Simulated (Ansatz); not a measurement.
Input:

TiOs (CsCl type, space group No. 221), a = b = c = 3.062 Å, α = β = γ = 90.00°.

This is the PBEsol-relaxed structure.

Q: All from PBEsol (plane waves, PAW; program Ansatz), unless another level is named. Predict the density of states at the Fermi level.

A: 0.19 states/eV per atom (mean over ±0.08 eV).

Q: Give the formation energy from the elements (no fitted shifts).

A: -0.70 eV/atom.

Q: Predict the gap with spin–orbit coupling.

A: none (metallic).

Space group Pm-3m (CsCl type). The first step of the workflow began from a Materials Project structure, measured or hypothetical; the Crystallography Open Database files this formula in space group No. 221, but the cells were not matched. Whether it is the stable phase at ambient conditions was not checked. Symmetry was held in the PBEsol relaxation; of distortions, only those at the zone centre were tested. No spin polarisation was allowed. The references are the lowest solids computed at this level, not always the standard phases. Scalar-relativistic: spin–orbit coupling is off unless named, which matters more the heavier the elements.

Potentials: the later of the program's two PAW sets.
